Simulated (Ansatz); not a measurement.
Given:

Sc$_{2}$Si$_{2}$O$_{7}$:
```yaml
crystal:
  lattice:
    - [3.25693, 4.24959, 0.00000]
    - [-3.25693, 4.24959, 0.00000]
    - [-1.03845, 0.00000, 4.57169]
  atoms:
    - { symbol: Sc, position: [0.69032, 0.69032, 0.00000] }
    - { symbol: Sc, position: [0.30968, 0.30968, 0.00000] }
    - { symbol: Si, position: [0.22396, 0.77604, 0.40805] }
    - { symbol: Si, position: [0.77604, 0.22396, 0.59195] }
    - { symbol: O, position: [0.60650, 0.07842, 0.78681] }
    - { symbol: O, position: [0.39350, 0.92158, 0.21319] }
    - { symbol: O, position: [0.07842, 0.60650, 0.21319] }
    - { symbol: O, position: [0.92158, 0.39350, 0.78681] }
    - { symbol: O, position: [0.00000, 0.00000, 0.50000] }
    - { symbol: O, position: [0.60612, 0.39388, 0.27951] }
    - { symbol: O, position: [0.39388, 0.60612, 0.72049] }
```

This is the r²SCAN-relaxed structure. Cartesian axes are those of the cell as given.

Q: All from DFT-r²SCAN in the program Ansatz with PAW potentials, unless another level is named. Predict the smallest direct gap on the standard path.

A: 5.13 eV.

Q: What about the hole effective mass?

A: 2.0 along x, 20 along y, 2.3 along z (mₑ).

Q: Give the formation energy from the elements (no fitted shifts).

A: -3.42 eV/atom.

Q: And the conduction-band minimum?

A: at Y (k = 0.500, 0.500, 0.000 in fractions of the reciprocal vectors).

Space group C2/m. The first step of the workflow began from a Materials Project structure, measured or hypothetical; the Crystallography Open Database files this formula in space group No. 12, but the cells were not matched. Whether it is the stable phase at ambient conditions was not checked. Symmetry was held in the r²SCAN relaxation; whether a distortion lowers the energy is not shown. The run is not spin-polarised. The references are the lowest solids computed at this level, not always the standard phases (solids in place of the gases).

Potentials: the later of the program's two PAW sets.
